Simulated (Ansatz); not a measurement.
Computed properties of Mg₂Cu

Mg2Cu:
```cif
data_Cu2Mg4
_chemical_formula_sum 'Mg4 Cu2'
_space_group_name_H-M_alt 'P 1'
_space_group_IT_number 1
_cell_length_a 5.20945
_cell_length_b 5.20945
_cell_length_c 5.20945
_cell_angle_alpha 104.387
_cell_angle_beta 104.356
_cell_angle_gamma 120.237
loop_
_space_group_symop_operation_xyz
  'x, y, z'
loop_
_atom_site_label
_atom_site_type_symbol
_atom_site_fract_x
_atom_site_fract_y
_atom_site_fract_z
_atom_site_occupancy
Mg1 Mg 0.83138 0.66858 0.49996 1
Mg2 Mg 0.16862 0.33142 0.50004 1
Mg3 Mg 0.66862 0.16858 0.83720 1
Mg4 Mg 0.33138 0.83142 0.16280 1
Cu1 Cu 0.25000 0.25000 0.00000 1
Cu2 Cu 0.75000 0.75000 0.00000 1
```

Space group I4/mcm (No. 140); conventional cell a = b = 6.3879 Å, c = 5.1908 Å, α = β = γ = 90.00°.

Method: the program Ansatz at the PBEsol level (PAW). Geometry: relaxed at this level of theory. Other levels are named where they apply.

**Cell and energy**

```
Item                                                            Value
-----------------------------------------------------  --------------
Volume per atom                                              17.65 Å³
Density                                                    3.52 g/cm³
Formation energy from the elements (no fitted shifts)  -0.089 eV/atom
```

**Electronic structure**

```
Item                                                                         Value
------------------------------------  --------------------------------------------
Electronic character                                             metallic (no gap)
Density of states at the Fermi level  0.35 states/eV per atom (mean over ±0.08 eV)
```

**Phonons**

```
Quantity                                        Value
-----------------------------  ----------------------
Highest zone-centre frequency               264 cm^-1
Zone-centre stability          no imaginary mode at Γ
```

The first step of the workflow began from a Materials Project structure, measured or hypothetical; the Crystallography Open Database copy checked does not list it. COD files the formula under space group No. 70. Its standing as an ambient phase is unchecked. The cell was relaxed with PBEsol under the symmetry of its start. The run is not spin-polarised. As this level gives no gap, phonon frequencies hold no LO–TO term and depend on the k-mesh and smearing (Fermi–Dirac, 0.1 eV here). Point labels and valley counts follow the cell and symmetry of the run, lower than the named group. Axis ratios of metals converge slowly with the k-mesh, so a and c are less sure than the volume. The references are the lowest solids computed at this level, not always the standard phases.

Potentials: the later of the program's two PAW sets.
